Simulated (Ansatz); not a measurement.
BeS:
```
BeS
1.0
    3.29997     0.00000     0.00000
   -1.64999     2.85786     0.00000
    0.00000     0.00000     5.25472
Be S
2 2
Cartesian
  0.00000   0.00000   0.00000
  0.00000   0.00000   2.62736
  0.00000   1.90524   1.31368
  1.64999   0.95262   3.94104
```

Relaxed with r²SCAN. Independent-particle spectrum: no excitons, no local fields, no scissors shift; 0.1 eV broadening; ε₁ of the summed bands alone.

Tabulate the dielectric function from plane-wave PAW r²SCAN (Ansatz code).



```csv
E (eV),ε₁ xx,ε₂ xx,ε₁ zz,ε₂ zz
0.0,8.20,0.00,8.83,0.00
0.3,8.21,0.00,8.85,0.00
0.6,8.26,0.00,8.91,0.00
0.9,8.34,0.00,9.01,0.00
1.2,8.46,0.00,9.16,0.00
1.5,8.62,0.00,9.36,0.00
1.8,8.84,0.00,9.62,0.00
2.1,9.10,0.00,9.96,0.00
2.4,9.44,0.00,10.39,0.00
2.7,9.87,0.00,10.95,0.00
3.0,10.43,0.00,11.68,0.00
3.3,11.17,0.00,12.68,0.00
3.6,12.21,0.00,14.12,0.00
3.9,13.83,0.00,16.41,0.00
4.2,17.33,0.05,21.35,0.02
4.5,20.73,10.17,29.10,15.53
4.8,12.66,9.59,15.04,19.39
5.1,17.36,8.31,16.16,16.21
5.4,14.96,13.61,12.74,22.50
5.7,14.91,15.34,7.41,26.06
6.0,15.40,21.36,-2.62,24.58
6.3,1.78,22.60,-5.51,16.59
6.6,-0.14,19.41,-5.42,14.77
6.9,-0.33,15.40,-5.76,11.27
7.2,-1.57,21.38,-5.11,9.60
7.5,-7.83,14.42,-4.58,7.88
7.8,-6.82,10.84,-3.53,7.23
8.1,-5.96,9.46,-3.25,6.84
8.4,-6.16,8.49,-3.16,6.79
8.7,-6.24,7.04,-3.65,5.88
9.0,-5.93,5.66,-2.44,5.82
9.3,-5.38,4.55,-3.63,6.37
9.6,-4.64,3.92,-4.28,5.24
9.9,-4.10,3.58,-4.45,4.21
10.2,-3.79,3.34,-3.95,3.07
10.5,-3.56,3.11,-3.21,2.63
10.8,-3.43,2.76,-2.67,2.46
11.1,-3.17,2.47,-2.24,2.56
11.4,-2.96,2.25,-2.16,2.58
11.7,-2.75,2.02,-2.10,2.65
12.0,-2.55,1.92,-2.35,2.54
```

From ε at 5.5 eV (xx: 14.70 + 13.74i), find n, k, the normal reflectivity and the absorption coefficient.

n = 4.17, k = 1.646, R = 43 %, α = 2kE/ħc = 920000 cm⁻¹.

With all bands, ε∞ without local fields is 8.22 (xx = yy), 8.85 (zz).

Space group P6_3/mmc (NiAs type). The start of the workflow was typed in or built on a structure type; neither database checked (COD, Materials Project) lists it. COD files the formula under space group No. 216, so this cell is another polymorph or a model. Whether it is the stable phase at ambient conditions was not checked. Symmetry was held in the r²SCAN relaxation; whether a distortion lowers the energy is not shown.

Potentials: the earlier of the program's two PAW sets.
